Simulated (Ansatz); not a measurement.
Starting cell, GaN (zinc blende):

```
GaN
1.0
    0.00000     4.49817     4.49817
    2.24908     0.00000     2.24908
    2.24908     2.24908     0.00000
N Ga
2 2
Direct
  0.37500   0.75000   0.75000
  0.87500   0.75000   0.75000
  0.00000   0.00000   0.00000
  0.50000   0.00000   0.00000
```

A phonon eigenvector at L = (0.5, 0.0, 0.0) is frozen into this cell: atom i moves by Q times the vector below, so Q is the largest atomic displacement, in Å. The cell is held. It is one choice among 2 degenerate patterns. (q is in reciprocal vectors of the primitive cell; the cell shown is doubled to hold the pattern.)

```csv
atom,x,y,z
N1,0.285,-0.520,0.805
N2,-0.285,0.520,-0.805
Ga3,0.046,-0.084,0.129
Ga4,-0.046,0.084,-0.129
```

Level of theory: r2SCAN (plane waves to 500 eV, PAW, scalar-relativistic; Ansatz, an electronic-structure program). k mesh 13×13×13 (Γ-centred), Fermi-Dirac smearing 0.05 eV. E stands for the smeared free energy. Compression counts positive. GaN was relaxed with its symmetry unable to fall. The PAW data are Ansatz's earlier set. The zero of ΔE is the undisplaced structure.

```json
[
 {"Q (Å)": "-0.280", "−dE/dQ from forces (eV/Å)": "?", "P (GPa)": "13.3", "ΔE (eV/cell)": "1.601"},
 {"Q (Å)": "-0.233", "−dE/dQ from forces (eV/Å)": "9.822", "P (GPa)": "9.1", "ΔE (eV/cell)": "1.084"},
 {"Q (Å)": "-0.187", "−dE/dQ from forces (eV/Å)": "7.546", "P (GPa)": "5.7", "ΔE (eV/cell)": "0.679"},
 {"Q (Å)": "-0.140", "−dE/dQ from forces (eV/Å)": "5.483", "P (GPa)": "?", "ΔE (eV/cell)": "0.376"},
 {"Q (Å)": "-0.093", "−dE/dQ from forces (eV/Å)": "3.574", "P (GPa)": "?", "ΔE (eV/cell)": "0.165"},
 {"Q (Å)": "-0.047", "−dE/dQ from forces (eV/Å)": "1.763", "P (GPa)": "0.3", "ΔE (eV/cell)": "0.041"},
 {"Q (Å)": "0.000", "−dE/dQ from forces (eV/Å)": "0.000", "P (GPa)": "0.0", "ΔE (eV/cell)": "0.000"},
 {"Q (Å)": "0.047", "−dE/dQ from forces (eV/Å)": "-1.763", "P (GPa)": "0.3", "ΔE (eV/cell)": "0.041"},
 {"Q (Å)": "0.093", "−dE/dQ from forces (eV/Å)": "-3.574", "P (GPa)": "?", "ΔE (eV/cell)": "0.165"},
 {"Q (Å)": "0.140", "−dE/dQ from forces (eV/Å)": "-5.483", "P (GPa)": "?", "ΔE (eV/cell)": "0.376"},
 {"Q (Å)": "0.187", "−dE/dQ from forces (eV/Å)": "-7.546", "P (GPa)": "5.7", "ΔE (eV/cell)": "0.679"},
 {"Q (Å)": "0.233", "−dE/dQ from forces (eV/Å)": "-9.822", "P (GPa)": "9.1", "ΔE (eV/cell)": "1.084"},
 {"Q (Å)": "0.280", "−dE/dQ from forces (eV/Å)": "?", "P (GPa)": "13.3", "ΔE (eV/cell)": "1.601"}
]
```

Question: Complete the blanks.

Answer: 
- -0.280, −dE/dQ from forces (eV/Å): 12.380
- -0.140, P (GPa): 3.2
- -0.093, P (GPa): 1.4
- 0.093, P (GPa): 1.4
- 0.140, P (GPa): 3.2
- 0.280, −dE/dQ from forces (eV/Å): -12.380

(A displaced cell: forces are minus the slopes of the energy, force constants its curvatures, and phonons follow from these.)
